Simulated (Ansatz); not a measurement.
## Stability checks on a candidate for Be4Ni

It was reached by relaxing an invented guess, and it needn't be the stable form of this composition.

Method: Ansatz 0.2.0, DFT PBE, scalar-relativistic, plane waves, PAW. Settings of the last relaxation (5-atom cell): 420 eV, 14×14×14 k points, Gaussian smearing of 0.10 eV, no spin polarisation.

```cif
data_structure
_symmetry_space_group_name_H-M 'I4/m'
_symmetry_Int_Tables_number 87
_cell_length_a 5.5945
_cell_length_b 5.5945
_cell_length_c 2.6515
_cell_angle_alpha 90.000
_cell_angle_beta 90.000
_cell_angle_gamma 90.000
_cell_volume 82.99
loop_
_atom_site_label
_atom_site_type_symbol
_atom_site_symmetry_multiplicity
_atom_site_Wyckoff_symbol
_atom_site_fract_x
_atom_site_fract_y
_atom_site_fract_z
_atom_site_occupancy
Be1 Be 8 h 0.19471 0.60262 0.00000 1
Ni1 Ni 2 a 0.00000 0.00000 0.00000 1
```

Energies over the elements count from the elements' standard structures at the same level, with no fitted energy shifts.

Question: These tests were run: energy against the elements; phonons at Γ; elastic tensor. What do they show?

Answer:

| test | result |
| --- | --- |
| energy against the elements | −0.22 eV/atom |
| phonons at Γ | lowest optical mode 292 cm⁻¹ |
| elastic tensor | least eigenvalue 78 GPa |

It fails none of these tests. Other phases of the system weren't compared here, so this isn't yet thermodynamic stability. Phonons away from Γ weren't computed.

Trial moments died out on the coarse mesh, so the last step has no spin; another magnetic start might hold. The run for the phonons used a 16×16×16 k mesh and Fermi–Dirac smearing of 0.15 eV. The run for the elastic tensor used a 16×16×16 k mesh and Fermi–Dirac smearing of 0.15 eV.
